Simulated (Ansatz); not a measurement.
The elements of this relaxed trial crystal are hidden behind letters.

```
lattice vectors (Å)
   4.9603    0.0000    0.0000
  -2.4802    4.2958    0.0000
   0.0000    0.0000    9.7062
fractional positions
X 0.3333 0.6667 0.7863
X 0.6667 0.3333 0.2137
X 0.0000 0.0000 0.5000
Z 0.0000 0.0000 0.0000
Q 0.0000 0.0000 0.2256
Q 0.0000 0.0000 0.7744
```

Level of theory: Ansatz, DFT PBE, scalar-relativistic, plane waves, PAW. Cutoff 420 eV, Γ-centred 6×6×4 mesh (6-atom cell), Gaussian smearing of 0.10 eV, no spin polarisation.

- Space group: P-3m1 (No. 164)
- Conventional cell: a = 4.960 Å, c = 9.706 Å
- Volume per atom: 34.47 Å³
- Density: 2.50 g/cm³
- Formation energy: −0.81 eV/atom
- Gap on the 6×6×4 mesh of the 6-atom cell: 0 eV (the bands meet within 0.015 eV)

Energies are uncorrected and count from the elements' standard states at the same level.

Problem. X is an s-block element of period 5, Z is an s-block element of period 3 and Q is a p-block element of period 2. Which elements are they?

Solution. X = Rb, Z = Na, Q = O, so the formula is Rb3NaO2. Density times volume gives a mean mass of 2.50 × 34.47/1.6605 = 51.9 u per atom, and this set has 51.9 u. Rb on a site of symmetry 3m is surrounded by 3 O at 2.87 Å, 3 Na at 3.54 Å and 3 Rb at 3.99 Å; Na has 2 O at 2.19 Å and 6 Rb at 3.54 Å; around O lie 1 Na at 2.19 Å, 1 Rb at 2.66 Å and 3 Rb at 2.87 Å; 1 more site not described. Other sets within the hints have nearly the same mass, so mass alone doesn't settle it; this one was computed.

The zero gap may come from the functional, which often closes small gaps, or the cell may be a true semimetal. Symmetry constrained the relaxation, so the result can be a saddle point. Another cell of the same search, in Pm, lies 124 meV/atom lower, so this cell isn't the stable form at this level.
